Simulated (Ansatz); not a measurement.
Below is a relaxed structure of TiB4. The cell was found from a structure generator's guess, not taken from experiment.

These are results of DFT PBE+D3(BJ), scalar-relativistic, plane waves, PAW in Ansatz 0.2.0, not measurements. Cutoff 420 eV, Γ-centred mesh, Gaussian smearing, no spin polarisation.

```xyz
5
Lattice="1.5195 -2.5916 0.0000 1.5195 2.5916 0.0000 -0.5332 0.0000 4.8588" Properties=species:S:1:pos:R:3 pbc="T T T"
Ti    0.0000    0.0000    0.0000
B     0.8905   -0.8799    3.2630
B     0.8905    0.8799    3.2630
B     1.6154   -0.8799    1.5958
B     1.6154    0.8799    1.5958
```

Formation energies are uncorrected and refer to the elements' standard structures at the same level.

Q: Find its symmetry and describe it.

A: C2/m (No. 12). Conventional cell: a = 3.039 Å, b = 5.183 Å, c = 4.888 Å, β = 96.3°. Around Ti lie 12 B at 2.31–2.44 Å; B has 4 B at 1.73–1.82 Å, 1 B at 2.03 Å and 3 Ti at 2.31–2.44 Å.

Q: What is its formation energy per atom?

A: −0.56 eV/atom. Whether it is stable depends on the other phases of the system, which aren't compared here.

Q: Is it a metal?

A: Yes, bands cross the Fermi level on the 14×14×8 mesh.

The last run used a 14×14×8 mesh (in the run's order of axes) for its 5-atom cell and Gaussian smearing of 0.10 eV. This cell was reached by moving the atoms of another relaxed cell at random and relaxing again, last within the group found; it had no such test of its own.
